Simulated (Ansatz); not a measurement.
WSe₂ (P6_3/mmc), clamped-ion strain scan

Theory: DFT PBEsol+D3(BJ), scalar-relativistic, plane waves, PAW in Ansatz 0.2.0. Cutoff 420 eV, Γ-centred 12×12×4 k-points, Gaussian smearing of 0.05 eV. Spin–orbit coupling is left out, which matters for the heavy elements here. No spin polarisation. Energies are free energies at this smearing, counted from the undisturbed cell; pressure is positive in compression.

Zero of the scan (relaxed at this level):

```yaml
crystal:
  lattice:
    - [3.23046, 0.00000, 0.00000]
    - [-1.61523, 2.79766, 0.00000]
    - [0.00000, 0.00000, 12.41450]
  atoms:
    - { symbol: W, position: [0.33333, 0.66667, 0.25000] }
    - { symbol: W, position: [0.66667, 0.33333, 0.75000] }
    - { symbol: Se, position: [0.33333, 0.66667, 0.61458] }
    - { symbol: Se, position: [0.66667, 0.33333, 0.11458] }
    - { symbol: Se, position: [0.33333, 0.66667, 0.88542] }
    - { symbol: Se, position: [0.66667, 0.33333, 0.38542] }
```

The cell is strained by ε times the Voigt pattern (1, 1, 0, 0, 0, 0) (xx, yy, zz, yz, xz, xy; engineering shear) with fractional coordinates fixed.

```tsv
ε	ΔE (meV/atom)	stress summed along the pattern (GPa, tension positive)	pressure (GPa)	gap on the mesh (eV)
-0.0400	?	-33.26	14.8	?
-0.0300	38.7	-23.71	10.5	0.74
-0.0200	16.7	-15.03	6.7	0.72
-0.0100	4.1	?	?	0.71
0.0000	0.0	0.00	0.0	0.71
0.0100	3.9	6.49	-2.9	0.71
0.0200	15.1	12.36	-5.5	0.71
0.0300	33.1	17.68	-7.8	0.72
0.0350	44.5	20.14	-8.9	0.73
0.0400	?	22.48	?	0.73
```

Question: Give the withheld values.

Answer: ΔE (meV/atom) at ε = -0.0400: 70.7; gap on the mesh (eV) at ε = -0.0400: 0.76; stress summed along the pattern (GPa, tension positive) at ε = -0.0100: -7.15; pressure (GPa) at ε = -0.0100: 3.2; ΔE (meV/atom) at ε = 0.0400: 57.4; pressure (GPa) at ε = 0.0400: -9.9.

Cost: 10 runs of about 2 core-minutes in all, on Intel Xeon Platinum 8488C (Sapphire Rapids) (shared hosts).